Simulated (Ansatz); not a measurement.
An Ansatz (an electronic-structure program) run. Input:

Ansatz 0.2 input:
```yaml
crystal:
  lattice:
    - [2.8498379404, 0.0, 0.0]
    - [-1.4249189702, 2.4680320531, 0.0]
    - [0.0, 0.0, 4.6647102227]
  atoms:
    - { symbol: B, position: [0.3333333333, 0.6666666667, 0.019078013] }
    - { symbol: N, position: [0.3333333333, 0.6666666667, 0.3441991365] }
    - { symbol: Al, position: [0.6666666667, 0.3333333333, 0.5006980313] }
    - { symbol: N, position: [0.6666666667, 0.3333333333, 0.9060248193] }
kpoints:
  mp_grid: { grid: [8, 8, 5] }
hamiltonian:
  xc: hse06
  pseudopotentials: { azcp: { folder: ./paw }, kind: paw }
scf:
  n_extra_bands: 6
  occupations: { method: fixed }
output:
  eigenvalues: true
  eigenstates:
    e_range: [-9.0, 14.1]
    kpoints:
      - [0.0, 0.0, 0.0]  # VBM
      - [0.333333, 0.333333, 0.0]  # CBM
      - [0.0, 0.0, 0.0]  # GAMMA
      - [0.0, 0.0, 0.5]  # A
      - [0.3333333333, 0.3333333333, 0.0]  # K
      - [0.3333333333, 0.3333333333, 0.5]  # H
      - [0.5, 0.0, 0.0]  # M
      - [0.5, 0.0, 0.5]  # L
```

Output (shortened):

```
Pseudopotential: B, paw, valence charge 3
Pseudopotential: N, paw, valence charge 5
Pseudopotential: Al, paw, valence charge 3
Functional definition: HSE06
davidson cushion auto → on  (no smearing: the cushion is to keep the highest requested band from converging to the state above it …
Crystal: 4 atoms, lattice volume = 32.809 Å³
Basis set: ecut = 420 eV, 627 PW (Γ)
Bands: 14, of which v1, the nominal top of the filled ones, is band 8 counted from 1 (7 counted from 0)
Symmetry: 6 space group operations
Space group: P3m1 (ITA 156), of the structure as read, at distance tolerance 3.2e-5 Å
k-points: 40 of 320 (time reversal used)
SCF iter   1: F=—  HF=-1467.406027 eV  |F-HF|=—  |Δ(HF+E_count)|=         —  Δρ=1.47e-1  dr2=7.65e0  ethr=1.00e-1  ⟨swp⟩=4.7  Hψ=2127  notcnv=0
preconditioner: auto → none
SCF iter   2: F=—  HF=-1465.271475 eV  |F-HF|=—  |Δ(HF+E_count)|=    2.13e0  Δρ=7.08e-2  dr2=9.85e-1  ethr=4.78e-2  ⟨swp⟩=3.0  Hψ=1465  notcnv=0  defer=1
SCF iter   3: F=—  HF=-1465.017165 eV  |F-HF|=—  |Δ(HF+E_count)|=   2.54e-1  Δρ=2.54e-2  dr2=1.10e-1  ethr=6.16e-3  ⟨swp⟩=2.9  Hψ=1351  notcnv=0
SCF iter   4: F=—  HF=-1465.019248 eV  |F-HF|=—  |Δ(HF+E_count)|=   2.08e-3  Δρ=1.02e-2  dr2=4.75e-2  ethr=6.88e-4  ⟨swp⟩=3.0  Hψ=1498  notcnv=0
iter 5 solved again at ethr=3.33e-6 eV; its pass at ethr=2.97e-4 eV (dr2=5.33e-4 eV) is discarded
SCF iter   5: F=-1465.006415 eV  HF=-1465.006652 eV  |F-HF|=2.37e-4  |Δ(HF+E_count)|=   1.26e-2  Δρ=1.70e-3  dr2=5.50e-4  ethr=3.33e-6  ⟨swp⟩=3.7  Hψ=3046  notcnv=0  defer=1
SCF 1 stopped early in 5 iterations: F = -1465.006415 eV  dr2 = 5.50e-4
Crystal: 4 atoms, lattice volume = 32.809 Å³
Exchange kernel: α = 0.2500, screened, ω = 0.2079 Å⁻¹, Wigner–Seitz truncation, v(0) = 1046.5390 eV·Å³, q-mesh 8×8×5, nearest image of the exchange supercell L …
Frozen-core exchange: fock
SCF iter   1: F=—  HF=-1465.560344 eV  |F-HF|=—  |Δ(HF+E_count)|=         —  Δρ=8.75e-3  dr2=1.56e-2  ethr=3.44e-5  ⟨swp⟩=6.2  Hψ=2634  notcnv=0
preconditioner: auto → none
SCF iter   2: F=—  HF=-1465.554754 eV  |F-HF|=—  |Δ(HF+E_count)|=   5.59e-3  Δρ=3.28e-3  dr2=2.21e-3  ethr=3.44e-5  ⟨swp⟩=3.0  Hψ=1493  notcnv=0
SCF iter   3: F=—  HF=-1465.559125 eV  |F-HF|=—  |Δ(HF+E_count)|=   4.37e-3  Δρ=8.55e-4  dr2=1.80e-4  ethr=1.07e-5  ⟨swp⟩=3.0  Hψ=1536  notcnv=0
SCF iter   4: F=—  HF=-1465.559067 eV  |F-HF|=—  |Δ(HF+E_count)|=   5.83e-5  Δρ=7.22e-5  dr2=7.69e-6  ethr=9.68e-7  ⟨swp⟩=3.0  Hψ=1473  notcnv=0
SCF iter   5: F=—  HF=-1465.559118 eV  |F-HF|=—  |Δ(HF+E_count)|=   5.13e-5  Δρ=1.43e-4  dr2=6.70e-6  ethr=8.94e-9  ⟨swp⟩=4.8  Hψ=2185  notcnv=0  defer=1
SCF iter   6: F=-1465.559116 eV  HF=-1465.559117 eV  |F-HF|=9.46e-7  |Δ(HF+E_count)|=   1.64e-6  Δρ=4.74e-5  dr2=1.23e-6  ethr=8.94e-9  ⟨swp⟩=3.6  Hψ=1869  notcnv=0
SCF 2 stopped early in 6 iterations: F = -1465.559116 eV  dr2 = 1.23e-6
hybrid outer 1: dexx = +5.548e-3 eV, tail = 9.59e-6 eV
Crystal: 4 atoms, lattice volume = 32.809 Å³
Exchange kernel: α = 0.2500, screened, ω = 0.2079 Å⁻¹, Wigner–Seitz truncation, v(0) = 1046.5390 eV·Å³, q-mesh 8×8×5, nearest image of the exchange supercell L …
Frozen-core exchange: fock
SCF iter   1: F=—  HF=-1465.559084 eV  |F-HF|=—  |Δ(HF+E_count)|=         —  Δρ=2.53e-5  dr2=1.15e-7  ethr=3.00e-7  ⟨swp⟩=3.1  Hψ=1415  notcnv=0
preconditioner: auto → none
SCF iter   2: F=-1465.559084 eV  HF=-1465.559084 eV  |F-HF|=2.52e-9  |Δ(HF+E_count)|=   3.83e-8  Δρ=1.20e-5  dr2=3.10e-8  ethr=6.39e-10  ⟨swp⟩=4.4  Hψ=1953  notcnv=0
SCF 3 converged in 2 iterations: F = -1465.559084 eV  dr2 = 3.10e-8
hybrid outer 2: dexx = +1.272e-7 eV, tail = 6.95e-8 eV, Δε = 1.17e-3 eV (about 1.11e-4 eV left of the loop's levels)
the search or the solves at the SCF's close seem to have found levels that the self-consistency loop had missed (the run counts 2) …
NSCF: frozen V_eff on 8 k-points
hybrid SCF converged: 2 outer / 8 inner (+5 warm-up), last move |dexx| = 1.27e-7 eV, tail = 6.95e-8 eV
Stability not checked (fock_operator)
Free energy (F): -1465.559084 eV
Frozen-core exchange: fock
Harris-Foulkes:  -1465.559084 eV  (|F-HF|=2.52e-9)
Internal energy: -1465.559084 eV  (E = F + TS)
E sigma→0 (E₀):  -1465.559084 eV
Fermi energy:    7.878569 eV
--- Per-component energies (eV) ---
  E_band       = 13.012902
  E_kinetic    = 336.567882
  E_local      = -401.361542  (includes V_loc(G=0)·N_el)
  E_nonlocal   = 85.943556
  E_hartree    = 142.030732
  E_xc         = -155.133040
  E_vxc        = -177.549587  (∫ρ·V_xc dr)
  E_exx        = -37.093942  (= α·E_x^exact, valence–valence)
  E_paw        = -804.096988  (= ΣΔE_a)
  E_vpaw       = -40.461915  (= ΣTr[D̂ρ^β])
  E_aug_tail   = 0.001772  (compensation charges beyond the density's cutoff)
  E_ewald      = -632.315817
  E_core_change = -0.101698  (= ΣΔE_core)
  E_smearing   =  0.000000  (= −TS)
  E_closure    =  0.000000  (closes the sum)
  Σ components = -1465.559084   (vs F -1465.559084, Δ=0.00e0)
  [band-id]    e_kinetic+e_local+e_nonlocal+2·e_hartree+e_vxc+2·e_exx+e_vpaw+e_augmentation_tail = 13.013746   (vs E_band 13.012902, Δ=8.44e-4)
--- Band table (eV; the first three rows and the last of 40) ---
  k-point 0: bands = ["-11.1873", "-7.8262", "-1.1392", "6.1151", "6.1151", "7.2787", "7.8786", "7.8786", "14.3639", "16.3544", "17.9392", "17.9392", "19.7102", "23.7024"]
  k-point 1: bands = ["-11.0163", "-8.2682", "-0.3675", "6.1714", "6.1714", "6.3580", "7.8054", "7.8054", "14.7168", "16.6573", "17.8804", "17.8804", "19.2978", "23.5354"]
  k-point 2: bands = ["-10.6096", "-9.0422", "1.2994", "4.4949", "6.2749", "6.2749", "7.6750", "7.6750", "15.1350", "17.3236", "17.7965", "17.7965", "18.6190", "23.2262"]
  k-point 39: bands = ["-7.6909", "-6.9899", "-0.2430", "1.2447", "1.9534", "3.5997", "4.5467", "6.6462", "15.3197", "16.8469", "18.7374", "19.7850", "20.5964", "22.1709"]
```

Cost: very roughly 90 core-seconds on shared cores.

The points marked VBM and CBM come from a semilocal run.

The start of the workflow was typed in or built on a structure type; neither database checked (COD, Materials Project) lists it. Its standing as an ambient phase is unchecked. The cell was relaxed with PBEsol under the symmetry of its start; whether a distortion lowers the energy is not shown.

Potentials: the earlier of the program's two PAW sets. The files were generated under PBE; for other functionals the program regenerates the frozen cores, and for LDA and PBEsol the local potential too.

Ansatz is a plane-wave DFT program.
